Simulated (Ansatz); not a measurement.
The relaxation started from an entry of Materials Project.

One stationary structure of LiB₃. Space group P4/mbm (No. 127). Computed with r2SCAN (plane waves to 500 eV, PAW, scalar-relativistic; Ansatz, a first-principles code).

Space group P4/mbm (No. 127); a = b = 5.959 Å, c = 4.145 Å, α = β = γ = 90.00°

```tsv
atom	site	symmetry	x	y	z
Li	4h	m.2m	0.3195	0.1805	0.5000
B	4e	4..	0.0000	0.0000	0.2938
B	8i	m..	0.1328	0.1637	0.0000
```

Q: What band gap does r2SCAN give?

A: No clear gap: the sampled points leave 0.01 eV away from the symmetry points, which may be a band crossing missed between them.

Q: Estimate the smallest direct gap that r2SCAN returns for this input.

A: 0.03 eV at Z.

No spin polarisation in the result.

The run could not lose the symmetry of its start.
